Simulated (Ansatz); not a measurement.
ZnCu2SnS4:
```xyz
8
Lattice="-2.6867 2.6867 5.3770 2.6867 -2.6867 5.3770 2.6867 2.6867 -5.3770" Properties=species:S:1:pos:R:3 pbc="T T T"
Cu     0.0000     0.0000     0.0000
Cu     0.0000     2.6867     2.6885
Zn     2.6867     0.0000     2.6885
Sn     0.0000     0.0000     5.3770
S      1.4431    -1.3948     6.7742
S      1.2919     1.2436    -1.3972
S      1.2436     4.0816     1.3972
S      1.3948     1.4431     3.9797
```

Relaxed with PBEsol. PBEsol in the plane-wave PAW code Ansatz gives a gap of 0.11 eV.

What gap does HSE06 give on the same cell (Ansatz, PAW)?

1.26 eV, 1.15 eV more. The hybrid was solved on a coarser mesh and at special points; the gap given is the minimum over both.

```json
[
 {"k": "Γ", "v1 PBEsol": "0.00", "c1 PBEsol": "0.11", "v1 HSE06": "0.00", "c1 HSE06": "1.26"},
 {"k": "M", "v1 PBEsol": "-0.98", "c1 PBEsol": "1.17", "v1 HSE06": "?", "c1 HSE06": "?"},
 {"k": "X", "v1 PBEsol": "-0.45", "c1 PBEsol": "0.50", "v1 HSE06": "?", "c1 HSE06": "?"},
 {"k": "P", "v1 PBEsol": "-0.65", "c1 PBEsol": "0.76", "v1 HSE06": "-0.74", "c1 HSE06": "1.82"},
 {"k": "N", "v1 PBEsol": "-0.58", "c1 PBEsol": "1.55", "v1 HSE06": "?", "c1 HSE06": "?"},
 {"k": "S0", "v1 PBEsol": "-0.66", "c1 PBEsol": "1.43", "v1 HSE06": "-0.75", "c1 HSE06": "2.56"},
 {"k": "R", "v1 PBEsol": "-0.66", "c1 PBEsol": "0.75", "v1 HSE06": "?", "c1 HSE06": "?"}
]
```

Top valence (v1) and lowest conduction level (c1) in eV from each method's valence maximum (which need not be a listed point): supply the withheld HSE06 values.


- R, v1 HSE06: -0.73
- R, c1 HSE06: 1.85
- N, v1 HSE06: -0.65
- N, c1 HSE06: 2.70
- X, v1 HSE06: -0.52
- X, c1 HSE06: 1.60
- M, v1 HSE06: -1.13
- M, c1 HSE06: 2.19

Cost on shared cores: the PBEsol run (SCF on a 7×7×7 mesh, then bands and DOS) around 5 core-minutes (rough), the HSE06 run (SCF on 4×4×4, then a few points) about 11 core-minutes (a rough figure); the tasks are unlike.

Space group I-4. The cell was relaxed with PBEsol under the symmetry of its start. No spin polarisation was allowed. Scalar-relativistic: spin–orbit coupling is off unless named, which matters more the heavier the elements.

Potentials: the later of the program's two PAW sets.
